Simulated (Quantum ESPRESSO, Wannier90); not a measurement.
## Tight-binding from DFT: ZrN (NiAs type)

```xyz
4
Lattice="3.1872 0.0000 0.0000 -1.5936 2.7602 0.0000 0.0000 0.0000 5.4902" Properties=species:S:1:pos:R:3 pbc="T T T"
Zr     1.5936    -0.9201     1.3725
Zr    -1.5936     0.9201    -1.3725
N      0.0000     0.0000     0.0000
N      0.0000     0.0000     2.7451
```

Cell from Materials Project (mp-1093992), symmetrised, no further relaxation. Not found in the COD (Crystallography Open Database) copy used, which has the formula in other groups; not checked further. Computed values, not measurements, from PBEsol: Quantum ESPRESSO (norm-conserving PseudoDojo potentials, cutoff 68 Ry, spinors with spin-orbit coupling) on a Γ-centred 6×6×4 mesh, then Wannier90. Density: 12×12×6 mesh, cold smearing 0.01 Ry.

A tight-binding model is made by disentanglement and projection with no localisation steps (num_iter = 0), so the 32 orbitals stay atom-like: hydrogen-like Zr: d; N: p, axes along x, y, z; frozen window up to 1.50 eV relative to the Fermi level. It follows pw.x to 8.2 meV rms for states up to 1.0 eV relative to the Fermi level. Matrix elements depend on this choice of orbitals and windows.

What are the on-site energies relative to the Fermi level, and how fast do the hoppings decay?


```json
[
 {"atom": "Zr1", "orbitals": "dz2↑ dz2↓", "energy (eV)": "1.77"},
 {"atom": "Zr1", "orbitals": "dxz↑ dxz↓ dyz↑ dyz↓", "energy (eV)": "3.47"},
 {"atom": "Zr1", "orbitals": "dx2-y2↑ dx2-y2↓ dxy↑ dxy↓", "energy (eV)": "2.09"},
 {"atom": "Zr2", "orbitals": "dz2↑ dz2↓", "energy (eV)": "1.76"},
 {"atom": "Zr2", "orbitals": "dxz↑ dxz↓ dyz↑ dyz↓", "energy (eV)": "3.47"},
 {"atom": "Zr2", "orbitals": "dx2-y2↑ dx2-y2↓ dxy↑ dxy↓", "energy (eV)": "2.09"},
 {"atom": "N3", "orbitals": "pz↑ pz↓", "energy (eV)": "-2.45"},
 {"atom": "N3", "orbitals": "px↑ px↓ py↑ py↓", "energy (eV)": "-2.52"},
 {"atom": "N4", "orbitals": "pz↑ pz↓", "energy (eV)": "-2.45"},
 {"atom": "N4", "orbitals": "px↑ px↓ py↑ py↓", "energy (eV)": "-2.52"}
]
```

```tsv
distance of the centres (Å)	largest modulus (eV)
2–3	1.7
3–4	0.79
4–5	0.13
5–6	0.075
6–7	0.057
7–8	0.012
```
